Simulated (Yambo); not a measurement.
Yambo run on K2Pt (space group Fm-3m, No. 225). The wavefunctions are PBEsol (Quantum ESPRESSO, PseudoDojo norm-conserving, 84 Ry, without SOC) ones on a 4×4×4 mesh (18 occupied bands); a = 5.2837 Å, b = 5.2837 Å, c = 5.2837 Å, α = 60.00°, β = 60.00°, γ = 60.00°.

Yambo input:

```
rim_cut
gw0
dyson
el_el_corr
HF_and_locXC
cohsex
em1s
RandQpts= 1000000
RandGvec= 1 Ry
EXXRLvcs= 84 Ry
VXCRLvcs= 336 Ry
Chimod= "HARTREE"
% BndsRnXs
 5 | 154 |
%
NGsBlkXs= 7 Ry
% LongDrXs
 1.0 | 1.0 | 1.0 |
%
ExtendOut
% QPkrange
 3 | 3 | 18 | 19 |
 7 | 7 | 18 | 18 |
%
```

k points by index: 3 = L, 7 = X.

Table of the .qp output:

```
#    K-point    Band    Eo [eV]    E [eV]    E-Eo [eV]    Vxc [eV]    Vnlxc [eV]    Sc|Eo [eV]    Re(Z)    Im(Z)
#
    3    18    -0.066941    -2.704062    -2.637122    -19.22652    -23.76576    1.902112    1.000000    0.000000
    3    19    1.400760    0.594888    -0.805872    -7.262048    -4.294801    -3.773120    1.000000    0.000000
    7    18    0.000000    -2.596822    -2.596822    -19.24966    -23.63202    1.785534    1.000000    0.000000
```
(The two width columns are left out.) Convergence of these settings isn't established.

Geometry relaxed with PBEsol.

The structure is a Materials Project entry; no match was found in the copy of COD used, and its stability was not checked.
